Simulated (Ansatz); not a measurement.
## La, bcc: geometry optimisation

Method: DFT, m-r2SCAN, plane waves (500 eV) with PAW, scalar-relativistic in Ansatz. (PAW data from PBE, frozen cores regenerated.)

k-point mesh 11×11×11, Fermi-Dirac smearing 0.05 eV, starting moments 1.00 μB. Cell and atoms relax.

Starting structure:

```
CELL_PARAMETERS angstrom
-2.10700 2.10700 2.10700
2.10700 -2.10700 2.10700
2.10700 2.10700 -2.10700
ATOMIC_POSITIONS crystal
La 0.00000 0.00000 0.00000
```

Task: What cell does the relaxation end in?

Result: Im-3m (spin ignored) with a = 4.247 Å; 38.31 Å³ per atom against 37.42 at the start (2.4 %).

Task: How much energy does the relaxation gain?

Result: 1.7 meV per atom.

Task: Which magnetic state does it end in?

Result: ferromagnetic, net 0.64 μB per atom; moments 0.37 μB.

m-r²SCAN is r²SCAN on the gauge-invariant kinetic-energy density; without spin polarisation the two are equal.
